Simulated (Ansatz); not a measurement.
Here is the system:

FeBiO$_{3}$:
```yaml
crystal:
  lattice:
    - [5.20163, 0.00000, 0.00000]
    - [0.00000, 5.20163, 0.00000]
    - [0.00000, 0.00000, 4.76896]
  atoms:
    - { symbol: Fe, position: [0.00000, 0.00000, 0.47489] }
    - { symbol: Fe, position: [0.50000, 0.50000, 0.47489] }
    - { symbol: Bi, position: [0.00000, 0.50000, 0.04086] }
    - { symbol: Bi, position: [0.50000, 0.00000, 0.04086] }
    - { symbol: O, position: [0.50000, 0.50000, 0.85952] }
    - { symbol: O, position: [0.00000, 0.00000, 0.85952] }
    - { symbol: O, position: [0.25000, 0.75000, 0.33336] }
    - { symbol: O, position: [0.25000, 0.25000, 0.33336] }
    - { symbol: O, position: [0.75000, 0.25000, 0.33336] }
    - { symbol: O, position: [0.75000, 0.75000, 0.33336] }
```
The run is spin-polarised.

This is the PBEsol-relaxed structure.

All from plane-wave PAW PBEsol (Ansatz code), unless another level is named. Predict the magnetic order.

antiferromagnetic.

What about the Born charges (a third of the trace)?

Fe +3.29, Bi +4.81, O -2.78 to -2.66 e.

Predict the electronic dielectric constant ε∞ (DFPT).

10.6 (xx = yy), 8.46 (zz).

Space group P4mm. The first step of the workflow began from a Materials Project structure, measured or hypothetical; the Crystallography Open Database copy checked does not list it. It is not the phase usual at ambient conditions (space group No. 161). The PBEsol relaxation kept the symmetry of its start, as lowered by the spin order. At this level the phase is dynamically unstable (imaginary phonons). The final state is antiferromagnetic, chosen from 5 collinear starts compared on coarse meshes (ties went to the first, and starts can fall back to one state), not a proven ground state. No Hubbard U is applied. A crystal of weakly bound layers computed without a dispersion correction: the cell and the soft elastic constants depend strongly on that. Spin–orbit coupling is left out wherever it is not named.

Potentials: the earlier of the program's two PAW sets. The files were generated under PBE; for other functionals the program regenerates the frozen cores, and for LDA and PBEsol the local potential too.
